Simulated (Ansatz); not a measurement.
ZrB$_{2}$:
Space group P6/mmm (No. 191); a = b = 3.1672 Å, c = 3.5516 Å, α = β = 90.00°, γ = 120.00°

| atom | site | symmetry | x | y | z |
|---|---|---|---|---|---|
| Zr | 1a | 6/mmm | 0.0000 | 0.0000 | 0.0000 |
| B | 2d | -6m2 | 0.3333 | 0.6667 | 0.5000 |

This is the r²SCAN-relaxed structure.

Q: All from r²SCAN (plane waves, PAW; program Ansatz), unless another level is named. Estimate the highest zone-centre frequency.

A: 776 cm⁻¹.

Q: Give the Young's modulus.

A: 540 GPa.

The cell was relaxed with r²SCAN under the symmetry of its start; of distortions, only those at the zone centre were tested. The run is not spin-polarised. As this level gives no gap, phonon frequencies hold no LO–TO term and depend on the k-mesh and smearing (Fermi–Dirac, 0.1 eV here).

Potentials: the later of the program's two PAW sets.
